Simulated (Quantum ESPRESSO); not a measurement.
**Kohn-Sham bands of ReNCl₄ (I4)**

```xyz
6
Lattice="0.0000 0.0000 4.1056 -4.4010 4.4010 2.0528 -4.4010 -4.4010 2.0528" Properties=species:S:1:pos:R:3 pbc="T T T"
Re     0.0000     0.0000    -0.0592
N      0.0000     0.0000    -1.7497
Cl    -0.5962    -2.2002     0.2931
Cl    -2.2002     0.5962     0.2931
Cl     0.5962     2.2002     0.2931
Cl     2.2002    -0.5962     0.2931
```

Cell from Materials Project (mp-568100), symmetrised, no further relaxation. Not found in the COD (Crystallography Open Database) copy used; not checked further. Computed values, not measurements, from PBEsol: Quantum ESPRESSO (norm-conserving PseudoDojo potentials, cutoff 68 Ry, spinors with spin-orbit coupling) on a Γ-centred 4×4×4 mesh, then Wannier90. Density: 8×8×8 mesh, cold smearing 0.01 Ry. The cell is built of weakly bound layers, chains or molecules, whose nearest atoms lie 3.81 Å apart. Database cells relaxed without dispersion often hold them too far apart, which can enlarge gaps and weakens couplings between them; spacing and stacking were not compared with the measured crystal.

Problem. List the Kohn-Sham levels between −8 and 4.0 eV relative to the valence-band maximum at the high-symmetry points, as a band run of pw.x on that density gives them (levels within 2 meV counted together).

Solution. 
| point | k (reciprocal lattice) | levels (eV) |
|---|---|---|
| Γ | 0.000 0.000 0.000 | -4.37 (×2), -3.98 (×2), -3.43 (×2), -2.96 (×2), -2.78 (×2), -2.66 (×2), -2.39 (×2), -1.49 (×2), -0.64 (×2), -0.63 (×2), -0.51 (×2), -0.44 (×2), -0.37 (×2), -0.30 (×2), -0.25 (×2), 1.05 (×2), 2.74 (×2), 2.99 (×2) |
| X | 0.000 0.000 -0.500 | -4.23 (×2), -3.95 (×2), -3.30 (×2), -2.98 (×2), -2.82 (×2), -2.69 (×2), -2.23 (×2), -1.60 (×2), -1.07 (×2), -0.71 (×2), -0.54 (×2), -0.47 (×2), -0.41 (×2), -0.36 (×2), -0.14 (×2), 1.28 (×2), 2.73 (×2), 2.99 (×2) |
| M | 0.000 -0.500 -0.500 | -4.16 (×2), -4.08 (×2), -3.11 (×2), -2.93 (×2), -2.72 (×2), -2.45 (×2), -2.16 (×2), -1.72 (×2), -1.25 (×2), -1.16 (×2), -0.50 (×2), -0.48 (×4), -0.37 (×2), -0.05 (×2), 1.44 (×2), 2.77 (×2), 3.02 (×2) |
| Z | 0.609 0.304 0.304 | -4.93 (×2), -4.10, -4.10, -4.06, -4.05, -3.97, -3.94, -3.91, -3.85, -3.19, -3.17, -2.32, -2.14, -2.06, -1.84, -1.29, -1.29, -1.07, -1.01, -0.94, -0.91, -0.90, -0.85, -0.14, -0.12, -0.08, -0.07, -0.05, -0.04, 1.35, 1.36, 3.77, 3.85, 3.99 |
| Z_0 | 0.391 -0.304 -0.304 | -4.93 (×2), -4.10, -4.10, -4.06, -4.05, -3.97, -3.94, -3.91, -3.85, -3.19, -3.17, -2.32, -2.14, -2.06, -1.84, -1.29, -1.29, -1.07, -1.01, -0.94, -0.91, -0.90, -0.85, -0.14, -0.12, -0.08, -0.07, -0.05, -0.04, 1.35, 1.36, 3.77, 3.85, 3.99 |
| P | 0.500 0.250 -0.250 | -5.22 (×2), -4.17 (×2), -4.10 (×2), -4.02 (×2), -3.86 (×2), -3.26 (×2), -2.28 (×2), -2.09 (×2), -1.28 (×2), -0.97 (×2), -0.95 (×2), -0.91 (×2), -0.11 (×2), -0.04 (×2), 0.00 (×2), 1.34 (×2), 3.97 (×2) |
| N | 0.500 0.000 0.000 | -5.21 (×2), -4.24 (×2), -4.11 (×2), -3.99 (×2), -3.85 (×2), -3.24 (×2), -2.27 (×2), -2.07 (×2), -1.48 (×2), -1.11 (×2), -0.62 (×2), -0.53 (×2), -0.26 (×2), -0.17 (×2), -0.09 (×2), 1.33 (×2), 3.97 (×2) |
